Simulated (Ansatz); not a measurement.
Input:

RhPb:
```
RhPb
1.0
    5.66212     0.00000     0.00000
   -2.83106     4.90354     0.00000
    0.00000     0.00000     4.44380
Rh Pb
3 3
Direct
  0.00000   0.50000   0.00000
  0.50000   0.00000   0.00000
  0.50000   0.50000   0.00000
  0.66667   0.33333   0.50000
  0.33333   0.66667   0.50000
  0.00000   0.00000   0.00000
```

This is the PBEsol-relaxed structure. Cartesian axes are those of the cell as given.

All from PBEsol (plane waves, PAW; program Ansatz), unless another level is named. Give the Debye temperature from the elastic constants.

263 K.

Give the elastic constants (relaxed ions, GPa).

C11 = 216, C12 = 98.9, C13 = 75.8, C33 = 231, C44 = 51.4.

Give the highest zone-centre frequency.

223 cm⁻¹.

Space group P6/mmm. The workflow started from a Materials Project entry (that database holds measured and hypothetical structures alike); the Crystallography Open Database files this formula in space group No. 191, but the cells were not matched. Whether it is the stable phase at ambient conditions was not checked. Symmetry was held in the PBEsol relaxation. At this level the phase is dynamically unstable (imaginary phonons). The run is not spin-polarised. As this level gives no gap, shear constants depend on the k-mesh and smearing (Fermi–Dirac, 0.1 eV here). As this level gives no gap, phonon frequencies hold no LO–TO term and depend on the k-mesh and smearing (Fermi–Dirac, 0.1 eV here). Scalar-relativistic: spin–orbit coupling is off unless named, which matters more the heavier the elements.

Potentials: the later of the program's two PAW sets.
